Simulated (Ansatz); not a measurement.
Here is the system:

AlAg:
Space group Fm-3m (No. 225); a = b = c = 5.3197 Å, α = β = γ = 90.00°

```
atom  site  symmetry       x       y       z
----  ----  --------  ------  ------  ------
Ag      4a      m-3m  0.0000  0.0000  0.0000
Al      4b      m-3m  0.5000  0.5000  0.5000
```
(The calculation used a cell of 2 atoms; values per cell refer to that cell.)

This is the PBEsol-relaxed structure.

All from PBEsol in the plane-wave PAW code Ansatz, unless another level is named. Estimate the bulk modulus (Birch–Murnaghan fit).

76.0 GPa.

Give the elastic constants (relaxed ions, GPa).

C11 = 141, C12 = 44.4, C44 = -14.8.

Next, the highest zone-centre frequency?

199 cm⁻¹.

The start of the workflow was typed in or built on a structure type; neither database checked (COD, Materials Project) lists it. Whether it is the stable phase at ambient conditions was not checked. The PBEsol relaxation kept the symmetry of its start. At this level the phase is mechanically unstable. The run is not spin-polarised. The volume moved by 18 % from the start of the relaxation. Its formation energy is positive at this level, so the cell may be metastable or incomplete. As this level gives no gap, shear constants depend on the k-mesh and smearing (Fermi–Dirac, 0.1 eV here). As this level gives no gap, phonon frequencies hold no LO–TO term and depend on the k-mesh and smearing (Fermi–Dirac, 0.1 eV here).

Potentials: the earlier of the program's two PAW sets. The files were generated under PBE; for other functionals the program regenerates the frozen cores, and for LDA and PBEsol the local potential too.
